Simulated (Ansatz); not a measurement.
# Hf₂N (P4_2/mnm), tetragonal deformation path

Method: Ansatz 0.2.0, DFT PBEsol, scalar-relativistic, plane waves, PAW. The runs took a 420 eV cutoff, a Γ-centred 10×10×16 mesh and Gaussian smearing (0.15 eV). Spin–orbit coupling is left out, which can shift energies with elements as heavy as these. No spin polarisation. Energies are free energies at this smearing, counted from the undisturbed cell; pressure is positive in compression.

The undisturbed cell (relaxed at this level; it needn't be the usual structure):

```xyz
6
Lattice="5.2955 0.0000 0.0000 0.0000 5.2955 0.0000 0.0000 0.0000 3.2274" Properties=species:S:1:pos:R:3 pbc="T T T"
Hf    1.5646    1.5646    0.0000
Hf    3.7309    3.7309    0.0000
Hf    4.2124    1.0831    1.6137
Hf    1.0831    4.2124    1.6137
N     0.0000    0.0000    0.0000
N     2.6478    2.6478    1.6137
```

At fixed volume and fractional coordinates, lengths along (0.000, 0.000, 1.000) are scaled against those across it; ρ is that ratio over its starting value. The cell is metallic on the mesh throughout.

```
    ρ  ΔE (meV/atom)
0.800          501.2
0.850          265.9
0.920           67.9
0.960           15.9
1.000            0.0
1.050           21.4
1.100           77.9
1.200          251.9
```

Cost: 8 runs of about 3 core-minutes in all, on AMD EPYC 9R45 (Zen 5) (shared hosts).